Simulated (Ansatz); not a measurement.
Zn2PHO5: Zn-67 NMR of the central transition

Cell: a computed structure from the Materials Project (it need not be an observed phase), taken as it stands.

Space group P-1 (No. 2); a = 5.6113, b = 5.7576, c = 6.5862 Å, α = 77.93°, β = 77.67°, γ = 87.34°.

```csv
site,Wyckoff,site symmetry,x,y,z
Zn1,2i,1,0.3870,0.2509,0.5001
Zn3,2i,1,0.0281,0.7401,0.8117
H,2i,1,0.4291,0.9200,0.8205
P,2i,1,0.8370,0.2507,0.7233
O9,2i,1,0.7757,0.9947,0.8472
O11,2i,1,0.9418,0.3893,0.8654
O13,2i,1,0.6012,0.3792,0.6654
O15,2i,1,0.9705,0.7510,0.4867
O17,2i,1,0.3578,0.8967,0.7022
```

One atom of each set is listed.

All values are calculated (Ansatz; DFT, PBE, plane waves and PAW, scalar-relativistic, 420 eV cutoff, Γ-centred 4×4×4 k-points, Fermi–Dirac smearing 0.02 eV), not measured.

Zn-67 has I = 5/2 and Q = 122.0 mb (Pyykkö 2018); at 14.1 T its Larmor frequency is ν₀ = 37.6 MHz. Only the quadrupole interaction is simulated: positions count from each site's isotropic chemical shift, and shift anisotropy, dipolar and J coupling are left out.

Problem. Give C_Q, η, the quadrupolar product P_Q = |C_Q|(1 + η²/3)^½, the second-order isotropic shift and the breadth of the pattern (static powder) for each Zn site.

Solution. 

| site | first shell | C_Q (MHz) | η | P_Q (MHz) | δ_QIS (ppm) | breadth (kHz) |
| --- | --- | --- | --- | --- | --- | --- |
| Zn1 | 5 O at 1.99–2.18 Å | -11.9 | 0.83 | 13.2 | -734 | 206 |
| Zn3 | 5 O at 2.00–2.22 Å | 8.15 | 0.88 | 9.14 | -354 | 99.6 |

δ_QIS = −(ν_Q²/30ν₀²)[I(I+1) − 3/4](1 + η²/3) × 10⁶ ppm with ν_Q = 3|C_Q|/[2I(2I−1)]; it falls as 1/B₀² in ppm, and the breadth as 1/B₀ in kHz.
